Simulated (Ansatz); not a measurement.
Values for one crystal, relaxed and computed with r²SCAN in the plane-wave PAW code Ansatz; other levels are named.

| Quantity | Value |
|---|---|
| Volume per atom | 14.04 Å³ |
| Electronic character | metallic (no gap) |
| Pressure derivative B′ | 5.7 |
| Formation energy from the elements (no fitted shifts) | 3.2 kJ/mol of atoms |
| Zone-centre stability | no imaginary mode at Γ |
| Highest zone-centre frequency | 220 cm^-1 |
| Density of states at the Fermi level | 0.25 states/eV per atom (mean over ±0.08 eV) |

Q: Which compound is it?
(A) ZrCu, Pm (Pearson symbol mP10)
(B) SnPt, P6/mmm (Pt on 3f, Sn on 1a, Sn on 2d)
(C) Nb3Sn, Fm-3m (Sn on 4a, Nb on 4b, Nb on 8c)
(D) Cu3Sn, Pmmn (Cu on 2b, Cu on 4e, Sn on 2a)

A: D, Cu3Sn, Pmmn (Cu on 2b, Cu on 4e, Sn on 2a)

The first step of the workflow began from a Materials Project structure, measured or hypothetical; the Crystallography Open Database files this formula in space group No. 59, but the cells were not matched. Whether it is the stable phase at ambient conditions was not checked. The cell was relaxed with r²SCAN under the symmetry of its start. No spin polarisation was allowed. As this level gives no gap, phonon frequencies hold no LO–TO term and depend on the k-mesh and smearing (Fermi–Dirac, 0.1 eV here). The references are the lowest solids computed at this level, not always the standard phases. Scalar-relativistic: spin–orbit coupling is off unless named, which matters more the heavier the elements.

Potentials: the earlier of the program's two PAW sets.
